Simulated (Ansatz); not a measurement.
Relaxed-ion elastic tensor of GeS2 in space group P4_2/nmc (No. 137; Ge on 2b, S on 4d) in GPa (Voigt order), LDA (plane waves, PAW; program Ansatz); density 3.65 g/cm³, 20.74 Å³ per atom.

```
 152   3.3  18.8   0.0   0.0   0.0
 3.3   152  18.8   0.0   0.0   0.0
18.8  18.8  33.3   0.0   0.0   0.0
 0.0   0.0   0.0  11.5   0.0   0.0
 0.0   0.0   0.0   0.0  11.5   0.0
 0.0   0.0   0.0   0.0   0.0   6.3
```

Problem. Is the crystal mechanically stable?

Solution. Yes: the smallest eigenvalue of C is 6.3 GPa.

Problem. Work out the Voigt, Reuss and Hill averages.

Solution. K_V = 46.6, K_R = 30.4, K_H = 38.5; G_V = 25.6, G_R = 12.2, G_H = 18.9 GPa.

Problem. Give Young's modulus, Poisson's ratio, Pugh's ratio and the universal anisotropy index.

Solution. E = 9KG/(3K + G) = 48.7 GPa; ν = 0.29; K/G = 2.04 (ductile by the Pugh limit of 1.75); A_U = 5G_V/G_R + K_V/K_R − 6 = 6.02.

Problem. Estimate the sound speeds and the Debye temperature.

Solution. v_l = √((K + 4G/3)/ρ) = 4180 m/s, v_t = √(G/ρ) = 2280 m/s, mean 2540 m/s; Θ = (h/k)(3n/4πV)^(1/3) v_m = 275 K.

Problem. How much does each axis shrink under pressure?

Solution. Linear compressibilities β_i = Σ_j S_ij (j = 1 to 3): x 3.2, y 3.2, z 26 per TPa.

The workflow started from a Materials Project entry (that database holds measured and hypothetical structures alike); the Crystallography Open Database copy checked does not list it. COD files the formula under space group No. 14, 43, 82, 122, 217. Whether it is the stable phase at ambient conditions was not checked. The LDA relaxation kept the symmetry of its start; its stability against distortions is not shown here. A crystal of weakly bound layers computed without a dispersion correction: the cell and the soft elastic constants depend strongly on that.

Potentials: the later of the program's two PAW sets.
